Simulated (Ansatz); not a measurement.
A geometry of FeNi away from equilibrium: step 2 of the relaxation of a relaxed FeNi cell shaken by Gaussian noise of σ = 0.08 Å a coordinate. Calculation: PBE (plane waves to 420 eV, PAW, scalar-relativistic; Ansatz, a program for electronic structure). Γ-centred k-mesh 8×8×8 on the run's cell (coarser than for final values), Fermi–Dirac smearing 0.05 eV.

```xyz
8
Lattice="-2.8993 2.9077 2.6962 2.9049 -2.9078 2.7023 2.9010 2.9095 -2.6962" Properties=species:S:1:pos:R:3 pbc="T T T"
Fe     2.7998     1.4782     0.7579
Fe     0.0186     1.4532     3.4379
Fe     1.4968     2.9440    -0.7477
Fe     1.3660    -0.0308     2.0290
Ni    -0.0010     1.4755     0.6909
Ni    -0.1445     4.4018     0.6709
Ni    -1.3973     2.9263     1.9664
Ni     1.3980     3.0231     2.0752
```
Spin-polarised start, with parallel moments on Fe.

Task: Give the Cartesian forces on all atoms (eV/Å).

Result: 
```csv
atom,Fx,Fy,Fz
Fe1,-0.01,0.15,-0.06
Fe2,-0.35,0.14,-0.35
Fe3,-0.76,0.42,1.04
Fe4,0.31,-0.15,-0.05
Ni5,0.64,0.26,-0.26
Ni6,1.05,-0.22,-0.65
Ni7,-0.41,-0.55,0.84
Ni8,-0.46,-0.05,-0.50
```

Task: What is the pressure?

Result: +1.6 GPa, compression positive.

Task: How much energy per atom can still be gained by relaxing?

Result: 0.05 eV/atom; the path ends in Fdd2 (No. 43).

Spin state reached: ferromagnetic (net 1.65 μB/atom), from parallel starting moments; other spin orders were not run from this start.

The end of the path is a generated cell of FeNi: the first start was made by a random draw of sites in a space group, and the end was not matched to a known phase here, so it may be hypothetical.
